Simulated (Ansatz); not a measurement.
SrTiO3 (cubic perovskite, space group No. 221) at seven volumes, PBE (plane waves, PAW; program Ansatz), scaled uniformly. One row is withheld.

```tsv
V (Å³/atom)	P (GPa)
11.102	19.76
11.468	12.08
11.834	5.55
12.200	0.00
12.566	?
12.932	-8.73
13.298	-12.15
```

**Question.** Fit the shown pressures and predict the withheld one.

**Answer.** P = (3/2)B₀(x^(7/2) − x^(5/2))[1 + (3/4)(B′ − 4)(x − 1)] with x = (V₀/V)^(2/3). Least squares on the six rows gives V₀ = 12.200 Å³/atom, B₀ = 170 GPa, B′ = 4.38. At V = 12.566, x = 0.9805 and P = -4.71 GPa. The run itself gave -4.72 GPa.

Space group Pm-3m (cubic perovskite). The PBE relaxation kept the symmetry of its start. The run is not spin-polarised.

Potentials: the later of the program's two PAW sets.
